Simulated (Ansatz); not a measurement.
Ti4O5: clamped-ion strain scan

Method: DFT PBEsol, scalar-relativistic, plane waves, PAW in Ansatz 0.2.0. Cutoff 420 eV, Γ-centred 12×12×12 k-points, Gaussian smearing of 0.15 eV. No spin polarisation. Energies are free energies at this smearing, counted from the undisturbed cell; pressure is positive in compression.

The starting cell (relaxed at this level; it needn't be the usual structure):

```yaml
crystal:
  lattice:
    - [-3.27198, 3.27198, 2.06155]
    - [3.27198, -3.27198, 2.06155]
    - [3.27198, 3.27198, -2.06155]
  atoms:
    - { symbol: Ti, position: [0.60705, 0.21536, 0.82241] }
    - { symbol: Ti, position: [0.21536, 0.39295, 0.60831] }
    - { symbol: Ti, position: [0.78464, 0.60705, 0.39169] }
    - { symbol: Ti, position: [0.39295, 0.78464, 0.17759] }
    - { symbol: O, position: [0.90809, 0.30756, 0.21565] }
    - { symbol: O, position: [0.30756, 0.09191, 0.39947] }
    - { symbol: O, position: [0.69244, 0.90809, 0.60053] }
    - { symbol: O, position: [0.09191, 0.69244, 0.78435] }
    - { symbol: O, position: [0.50000, 0.50000, 0.00000] }
```

The cell is strained by ε times the Voigt pattern (1, 0, 0, 0, 0, 0) (xx, yy, zz, yz, xz, xy; engineering shear) with fractional coordinates fixed. The cell is metallic on the mesh throughout.

```
      ε  ΔE (meV/atom) stress summed along the pattern (GPa, tension positive) pressure (GPa)
-0.1000          219.1                                                   -84.28            39.3
-0.0750          112.8                                                   -55.63            26.3
-0.0500           45.9                                                   -32.63            15.6
-0.0250              ?                                                        ?             7.0
 0.0000            0.0                                                    -0.01             0.0
 0.0250              ?                                                        ?            -5.6
 0.0500           32.5                                                    19.41           -10.1
 0.0750           67.1                                                    25.44           -13.7
 0.0875              ?                                                        ?           -15.2
 0.1000          109.3                                                    29.47           -16.6
```

(1) Give the withheld values.

Answers

(1) ΔE (meV/atom) at ε = -0.0250: 10.5; stress summed along the pattern (GPa, tension positive) at ε = -0.0250: -14.34; ΔE (meV/atom) at ε = 0.0250: 8.8; stress summed along the pattern (GPa, tension positive) at ε = 0.0250: 11.06; ΔE (meV/atom) at ε = 0.0875: 87.4; stress summed along the pattern (GPa, tension positive) at ε = 0.0875: 27.67.